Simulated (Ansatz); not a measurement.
**Sn4Se: from a guess to a relaxed structure**

The calculation used Ansatz, DFT PBE, scalar-relativistic, plane waves, PAW. Cutoff 420 eV, Gaussian smearing, Γ-centred meshes. Cell and atoms relax first on a coarse mesh and then on a finer one. In between, the cell is made exact in the group found at 0.06 Å. In metals the finer mesh still leaves noise of several meV/atom or more. The steps can't lower the symmetry of their start. No spin polarisation.

Recipe of this trial structure of Sn4Se: random cell by space group and Wyckoff sites (Pm-3m, No. 221). Lengths were set from tabulated atomic sizes, so they are only a guess.

Space group Pm-3m (No. 221). a = 5.309 Å, b = 5.309 Å, c = 5.309 Å, α = 90.00°, β = 90.00°, γ = 90.00°
| atom | site | symmetry | x | y | z |
| --- | --- | --- | --- | --- | --- |
| Sn | 3d | 4/mm.m | 0.5000 | 0.0000 | 0.0000 |
| Sn | 1b | m-3m | 0.5000 | 0.5000 | 0.5000 |
| Se | 1a | m-3m | 0.0000 | 0.0000 | 0.0000 |

The zero of energy is the elements' standard structures at the same level; no fitted shifts are applied. The references include grey tin.

Problem. Which structure results?

Solution. The symmetry stays Pm-3m (No. 221). The volume per atom grows by 14.1 %, from 29.9 to 34.1 Å³. The shortest distance goes from 2.65 Å (Sn–Se) to 2.77 Å (Sn–Se). The energy falls by about 0.10 eV/atom (the start's value is from the coarse mesh). Conventional cell: a = 5.547 Å. Sn on a site of symmetry 4/mmm is surrounded by 2 Se at 2.77 Å and 12 Sn at 3.92 Å; Sn on a site of symmetry m-3m is surrounded by 12 Sn at 3.92 Å (long contacts); Se is surrounded by 6 Sn at 2.77 Å.

```
CELL_PARAMETERS angstrom
5.54685 0.00000 0.00000
0.00000 5.54685 0.00000
0.00000 0.00000 5.54685
ATOMIC_POSITIONS crystal
Sn 0.50000 0.00000 0.00000
Sn 0.00000 0.50000 0.00000
Sn 0.00000 0.00000 0.50000
Sn 0.50000 0.50000 0.50000
Se 0.00000 0.00000 0.00000
```

Problem. How does it come out in energy, and is it a metal?

Solution. The energy over the elements is +0.33 eV/atom and the gap on the 8×8×8 mesh of the 5-atom cell is 0 eV (a metal).

The separate elements lie lower, so it is unstable against them.

The last run used Gaussian smearing of 0.10 eV. The reference form of Se is held partly by dispersion forces, which this level lacks. Symmetry constrained the relaxation, so the result can be a saddle point. In all, the 3 runs took 59 s on 1 thread of Intel(R) Xeon(R) Platinum 8375C CPU @ 2.90GHz (Ice Lake), on a shared host. Another cell of Sn4Se relaxed alike, in Fd-3m, lies 175 meV/atom lower, so this cell isn't the stable form at this level.
